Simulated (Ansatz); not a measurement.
TaTe (rock salt, Fm-3m) under volume change, plane-wave PAW PBE (Ansatz code), scaled uniformly.

| V (Å³/atom) | E − E(relaxed) (meV/atom) | P (GPa) |
|---|---|---|
| 21.054 | 72.9 | 12.38 |
| 21.748 | 30.2 | 7.47 |
| 22.443 | 7.1 | 3.37 |
| 23.137 | 0.0 | 0.00 |
| 23.831 | 6.5 | -2.89 |
| 24.525 | 24.4 | -5.32 |
| 25.219 | 52.1 | -7.39 |

Problem. What does a third-order Birch–Murnaghan fit give for V₀, B₀ and B′?

Solution. V₀ = 23.13 Å³/atom, B₀ = 105 GPa, B′ = 4.8.

The start of the workflow was typed in or built on a structure type; neither database checked (COD, Materials Project) lists it. Its standing as an ambient phase is unchecked. The cell was relaxed with PBE under the symmetry of its start; whether a distortion lowers the energy is not shown. No spin polarisation was allowed. Its formation energy is positive at this level, so the cell may be metastable or incomplete. Scalar-relativistic: spin–orbit coupling is off unless named, which matters more the heavier the elements.

Potentials: the earlier of the program's two PAW sets.
